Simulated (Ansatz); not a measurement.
Consider the following.

HfBN:
Space group P-6m2 (No. 187); a = b = 2.6454 Å, c = 7.7805 Å, α = β = 90.00°, γ = 120.00°

| atom | site | symmetry | x | y | z |
|---|---|---|---|---|---|
| Hf | 1a | -6m2 | 0.0000 | 0.0000 | 0.0000 |
| B | 1d | -6m2 | 0.3333 | 0.6667 | 0.5000 |
| N | 1f | -6m2 | 0.6667 | 0.3333 | 0.5000 |

This is the PBE-relaxed structure.

Question: All from PBE in the plane-wave PAW code Ansatz, unless another level is named. Estimate the electronic character.

Answer: metallic (no gap).

Question: And the formation energy from the elements (no fitted shifts)?

Answer: 0.15 eV/atom.

Question: Next, the density of states at the Fermi level?

Answer: 0.47 states/eV per atom (mean over ±0.08 eV).

The start of the workflow was typed in or built on a structure type; neither database checked (COD, Materials Project) lists it. Whether it is the stable phase at ambient conditions was not checked. Symmetry was held in the PBE relaxation; whether a distortion lowers the energy is not shown. No spin polarisation was allowed. The volume moved by 92 % from the start of the relaxation. The references are the lowest solids computed at this level, not always the standard phases (solids in place of the gases). Scalar-relativistic: spin–orbit coupling is off unless named, which matters more the heavier the elements.

Potentials: the earlier of the program's two PAW sets.
